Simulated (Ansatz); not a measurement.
# Phonon spectrum of LiGaI2

Theory: DFT PBE, scalar-relativistic, plane waves, PAW (Ansatz). Settings: 420 eV plane-wave cutoff, Γ-centred 6×6×4 mesh, fixed occupations. No spin polarisation. Phonons by linear response, acoustic sum rule imposed.

Equilibrium structure at this level:
```
CELL_PARAMETERS angstrom
4.41805 0.00000 0.00000
-2.20902 3.82614 0.00000
0.00000 0.00000 7.60589
ATOMIC_POSITIONS crystal
Li 0.00000 0.00000 0.00000
Ga 0.00000 0.00000 0.50000
I 0.33333 0.66667 0.22062
I 0.66667 0.33333 0.77938
```

It was reached by relaxing an invented guess, and it needn't be the stable form of this composition. Spin–orbit coupling is left out, which matters for heavy elements. The q mesh is coarse, so values between its points are rough. The run warned that its linear response isn't converged on this k mesh, so dielectric tensors, Born charges and infrared intensities are rough, and the frequencies may be too.

Force constants from linear response on a 2×2×1 q mesh.

Task: Is the structure dynamically stable on this mesh?

Result: Yes, on this mesh: no mode is imaginary.

Task: Give the frequencies (cm⁻¹; i marks imaginary ones) at the irreducible q points, in fractions of the reciprocal vectors, the Γ row without the LO field.

Result:
| q | star | frequencies |
| --- | --- | --- |
| 0.000 0.000 0.000 | 1 | 0 0 0 50 52 52 55 55 81 122 122 215 |
| 0.000 -0.500 0.000 | 3 | 35 39 45 53 57 61 63 72 78 119 135 193 |
